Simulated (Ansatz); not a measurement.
### Question
Name crystals whose computed values (DFT-PBEsol in the program Ansatz with PAW potentials) fall in these windows: highest Γ mode, no LO–TO term (cm⁻¹) 170 to 240; Θ_D (K) 410 to 480; G_Hill (GPa) 100 to 130.

### Answer


| crystal | highest Γ mode, no LO–TO term (cm⁻¹) | Θ_D (K) | G_Hill (GPa) |
|---|---|---|---|
| MoRh, P-6m2 (Mo on 1b, Rh on 1c) | 212 | 443 | 120 |
| MoPd, L1₀ or tetragonal B2 | 212 | 435 | 117 |
| HfRh3, Cu3Au type | 210 | 411 | 126 |
| TiPd3, Cu3Au type | 219 | 424 | 102 |
| ZrRh3, Cu3Au type | 217 | 449 | 124 |
Others may fit too.

Typed or built starts, not in the databases checked: MoPd, L1₀ or tetragonal B2. Standing as an ambient phase not checked: MoRh, P-6m2 (Mo on 1b, Rh on 1c); HfRh3, Cu3Au type; TiPd3, Cu3Au type; ZrRh3, Cu3Au type. Perhaps ordered models of mixed-site phases: MoRh, P-6m2 (Mo on 1b, Rh on 1c). All cells were relaxed under the symmetry of their starts (and spin orders); stability against distortions was not tested throughout. Rows with no word on spin ran without spin polarisation. Scalar-relativistic: spin–orbit coupling is off unless named, which matters more the heavier the elements.

Potentials: the later of the program's two PAW sets.
